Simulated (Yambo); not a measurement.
# K₃CoF₆: sweep of GW parameters

G0W0@LDA for K3CoF6 (space group Fm-3m, No. 225) in Yambo. Reference settings: 2×2×2 Γ-centred k mesh, bands 5 to 303 and a 8 Ry block in the screening, 303 bands in G with the Bruneval-Gonze terminator, plasmon pole fitted at 27.2 eV. The LDA gap X → X on this mesh is 1.18 eV; G0W0 gaps are taken between the same points.

```csv
change from the reference,G0W0 gap X → X (eV),shift of the valence edge (eV),rough Yambo cost
reference settings,4.93,-1.37,1
"81 bands in W, 81 bands in G",5.21,-1.42,about 1/4
"121 bands in W, 121 bands in G",5.01,-1.33,about 1/3
exchange cut at 5 Ry,4.42,7.39,–
exchange cut at 20 Ry,4.84,1.25,–
"81 bands in W, 81 bands in G, 6 Ry block",5.39,-1.52,about 1/5
"81 bands in W, 81 bands in G, 5 Ry block",5.50,-1.59,about 1/5
"121 bands in W, 121 bands in G, 3 Ry block",5.96,-1.93,about 1/3
"121 bands in W, 121 bands in G, 2 Ry block",6.70,-2.42,about 1/3
5 Ry block,5.27,-1.55,within a factor of two
6 Ry block,5.11,-1.47,within a factor of two
"121 bands in W, 121 bands in G, 3 Ry block, no terminator",6.00,-1.75,about 1/3
"173 bands in W, 173 bands in G, 3 Ry block, no terminator",5.94,-1.77,within a factor of two
"173 bands in W, 173 bands in G, no terminator",4.97,-1.07,within a factor of two
no terminator,4.95,-1.15,within a factor of two
```

The reference isn't shown to be the converged limit. Costs are rough (shared machines), scaled to the same edge states, and given only for runs that recompute the screening.

The 3d shell has no Hubbard U; the runs are without spin polarisation, and magnetic order was not tried.

Geometry of the Materials Project entry, not relaxed at this level; primitive cell a = b = c = 6.048 Å, α = β = γ = 60.00°.

The structure is a Materials Project entry; no match was found in the copy of COD used, and its stability was not checked.

A shift is the quasiparticle energy of the state minus its LDA energy.
